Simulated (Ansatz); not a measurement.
Ta$_{2}$O$_{5}$ in space group Pmmm (No. 47; Pearson symbol oP7), plane-wave PAW PBEsol (Ansatz code). The conduction-band minimum lies at X, with 1 equivalent valley. Second derivatives d²E/dk² of the lowest band at one valley (eV·Å²), along Cartesian directions:

| direction | d²E/dk² |
|---|---|
| [100] | 7.797 |
| [010] | 32.45 |
| [001] | 1.038 |
| [110] | 20.13 |
| [101] | 4.420 |
| [011] | 16.75 |

Task: Find the principal effective masses, the density-of-states mass and the conductivity mass.

Result: Off-diagonal terms follow from H_xy = H[110] − (H_xx + H_yy)/2, and m*/mₑ = 7.620 eV·Å² over each eigenvalue: 0.23, 0.98, 7.3. One valley's DOS mass (m₁m₂m₃)^(1/3) = 1.2, conductivity mass 3/(Σ 1/mᵢ) = 0.55 mₑ.

Task: What effective density of states Nc follows at 300 K for parabolic valleys?

Result: Nc = 2.509e19 × 1 × (1.2)^(3/2) ≈ 3.3e19 cm⁻³.

The workflow started from a Materials Project entry (that database holds measured and hypothetical structures alike); the Crystallography Open Database copy checked does not list it. COD files the formula under space group No. 49. Whether it is the stable phase at ambient conditions was not checked. The cell was relaxed with PBEsol under the symmetry of its start. At this level the phase is dynamically unstable (imaginary phonons). No spin polarisation was allowed. Scalar-relativistic: spin–orbit coupling is off unless named, which matters more the heavier the elements.

Potentials: the earlier of the program's two PAW sets. The files were generated under PBE; for other functionals the program regenerates the frozen cores, and for LDA and PBEsol the local potential too.

Edges and masses are those of Kohn–Sham bands, whose gap is no quasiparticle gap.
